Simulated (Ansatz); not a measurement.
**What DFT gives for KHBr**

```
CELL_PARAMETERS angstrom
4.47820 0.00000 0.00000
0.00000 4.47820 0.00000
0.00000 0.00000 7.31670
ATOMIC_POSITIONS crystal
K 0.00000 0.50000 0.21500
K 0.50000 0.00000 0.78500
H 0.00000 0.00000 0.00000
H 0.50000 0.50000 0.00000
Br 0.00000 0.50000 0.65000
Br 0.50000 0.00000 0.35000
```

Method: PBE, no spin polarisation; PAW, plane waves to 420 eV, 8×8×5 Γ-centred mesh, fermi-dirac occupations (width 0.1 eV) (Ansatz 0.2.0), atoms fixed.

**Question.** What is the formation energy?

**Answer.** -0.18 eV an atom against the elements' usual phases (free molecules for gases, crystals otherwise, with no correction for O₂ or N₂), so it is bound against them; other compounds may still compete. Relaxing would lower it.

**Question.** What does the stress say?

**Answer.** The pressure is 1.1 GPa (compression positive), so with the atoms held at these fractions the cell would first expand.

**Question.** Where is the largest force?

**Answer.** The largest is on Br5 (and as large on other atoms): 0.62 eV/Å, components (0.00, 0.00, 0.62). It makes 180° with the line to a nearest neighbour, K1 at 3.18 Å, pointing away from it.

**Question.** Give the Bader charges.

**Answer.** Bader charges in e: K +0.80, H -0.25, Br -0.54. In the mean K gives up most and Br takes most.

**Question.** Is there a gap?

**Answer.** It is a metal, with about 7.9 states/eV a cell as the mean within 0.25 eV of the Fermi level, mostly H s (60 %) and Br p (37 %).

Origin: a known structure type with other elements, at an estimated volume, so it need not be a known compound. Caveats: many states at the Fermi level without spin polarisation, so a magnetic state may lie lower.
